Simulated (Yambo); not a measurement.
Material: AgI (zinc blende, space group F-43m, No. 216); a = b = c = 4.4860 Å, α = β = γ = 60.00° (2 atoms in the cell). Cell and atoms were relaxed with LDA from Materials Project entry mp-22925, within its symmetry.

With LDA (Quantum ESPRESSO, PseudoDojo norm-conserving, 86 Ry, without SOC), the gap between the mesh's edge points (Γ → Γ) is 1.054 eV.

Q: Estimate the G0W0 gap between the same points from Yambo (4×4×4 Γ-centred k mesh, bands 5 to 129 and a 8 Ry block in the screening, 129 bands in G with the Bruneval-Gonze terminator, plasmon pole fitted at 27.2 eV).

A: The correction is 1.311 eV, giving 2.365 eV, 2.2 times the LDA value.  Nearest settings tried, and what they do to the gap: 81 bands in W, 81 bands in G: +3 meV; 3 Ry block (51 vectors against 181): -91 meV. Not varied: mesh. So the settings aren't converged at that level. Without spin-orbit coupling, band edges of such heavy elements can be off by tenths of an eV.
